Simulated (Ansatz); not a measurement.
An Ansatz input and the part of its output that reports the observables at the nuclei.

The cell is a computed structure from the Materials Project (it need not be an observed phase).

```yaml
crystal:
  lattice:
    - [0.0, 5.4234951533, 5.4234951533]
    - [5.4234951533, 0.0, 5.4234951533]
    - [5.4234951533, 5.4234951533, 0.0]
  atoms:
    - { symbol: B, position: [0.55115732, 0.71431318, 0.28568682] }
    - { symbol: B, position: [0.71431318, 0.55115732, 0.44884268] }
    - { symbol: B, position: [0.44884268, 0.28568682, 0.71431318] }
    - { symbol: B, position: [0.28568682, 0.55115732, 0.71431318] }
    - { symbol: B, position: [0.28568682, 0.71431318, 0.44884268] }
    - { symbol: B, position: [0.44884268, 0.71431318, 0.55115732] }
    - { symbol: B, position: [0.71431318, 0.28568682, 0.55115732] }
    - { symbol: B, position: [0.55115732, 0.44884268, 0.71431318] }
    - { symbol: B, position: [0.71431318, 0.44884268, 0.28568682] }
    - { symbol: B, position: [0.55115732, 0.28568682, 0.44884268] }
    - { symbol: B, position: [0.44884268, 0.55115732, 0.28568682] }
    - { symbol: B, position: [0.28568682, 0.44884268, 0.55115732] }
    - { symbol: H, position: [0.69540916, 0.91377252, 0.69540916] }
    - { symbol: H, position: [0.69540916, 0.69540916, 0.91377252] }
    - { symbol: H, position: [0.91377252, 0.69540916, 0.69540916] }
    - { symbol: H, position: [0.69540916, 0.69540916, 0.69540916] }
    - { symbol: H, position: [0.30459084, 0.08622748, 0.30459084] }
    - { symbol: H, position: [0.30459084, 0.30459084, 0.08622748] }
    - { symbol: H, position: [0.08622748, 0.30459084, 0.30459084] }
    - { symbol: H, position: [0.30459084, 0.30459084, 0.30459084] }
    - { symbol: H, position: [0.588672055, 0.865850765, 0.134149235] }
    - { symbol: H, position: [0.865850765, 0.588672055, 0.411327945] }
    - { symbol: H, position: [0.411327945, 0.134149235, 0.865850765] }
    - { symbol: H, position: [0.134149235, 0.588672055, 0.865850765] }
    - { symbol: H, position: [0.134149235, 0.865850765, 0.411327945] }
    - { symbol: H, position: [0.411327945, 0.865850765, 0.588672055] }
    - { symbol: H, position: [0.134149235, 0.411327945, 0.588672055] }
    - { symbol: H, position: [0.411327945, 0.588672055, 0.134149235] }
    - { symbol: H, position: [0.588672055, 0.134149235, 0.411327945] }
    - { symbol: H, position: [0.865850765, 0.411327945, 0.134149235] }
    - { symbol: H, position: [0.588672055, 0.411327945, 0.865850765] }
    - { symbol: H, position: [0.865850765, 0.134149235, 0.588672055] }
    - { symbol: "N", position: [0.75, 0.75, 0.75] }
    - { symbol: "N", position: [0.25, 0.25, 0.25] }
kpoints:
  mp_grid: { grid: [6, 6, 6] }
scf:
  occupations: { method: fermi_dirac, width: 0.05 }
hamiltonian:
  xc: pbe
  pseudopotentials: { kind: paw }
output:
  forces: true
  stress: true
  populations: true
  efg:
    quadrupole_moments_barn: { B: 0.04059, H: 0.00285783, "N": 0.02044 }
    contact_densities: true
```

```sh
ansatz run input.yaml --threads 1 --pin off --max-ram 2560MiB --backend cpu --events-out ev --progress --plain --runs-dir out
```

Of the output, the block on the nuclei alone is shown; the set-up, the SCF iterations, energies, forces and stress are cut. One atom of each set with nearly equal values is shown.

```
--- PAW observables at the nuclei: V_zz in 10²¹ V/m², potentials from the cell's mean, atoms counted from 1 ---
  atom   1  B  V_zz =    -0.814318   η = 0.1181   by run symmetry: allowed   C_q = -0.7992 MHz
            electrostatic potential = -318.110892 V   contact ρ = 486.063219 e/Å³
  atom  13  H  V_zz =    +3.144360   η = 0.0000   by run symmetry: allowed   C_q = +0.2173 MHz
            electrostatic potential = -31.552784 V   contact ρ = 3.025685 e/Å³
  atom  21  H  V_zz =    +1.960742   η = 0.0535   by run symmetry: allowed   C_q = +0.1355 MHz
            electrostatic potential = -36.876145 V   contact ρ = 3.182401 e/Å³
  atom  33  N  V_zz =    -0.000000   η = 0.0000   by run symmetry: forbidden   C_q = -0.0000 MHz
            electrostatic potential = -503.478714 V   contact ρ = 1410.770193 e/Å³
```

Hardware: 1 thread of Arm Neoverse V2 (aarch64; 8 cores open to the job, memory cap 2.5 GiB, no GPU), a shared host with a load of 0.7 a core. Wall time 37 s, CPU time 37 s, peak memory 0.68 GiB.

The largest force is 0.3 eV/Å, so the atoms aren't at the calculated equilibrium and relaxing them would move these values. The lattice is static: at room temperature ammonium may turn and average the couplings of its hydrogen.
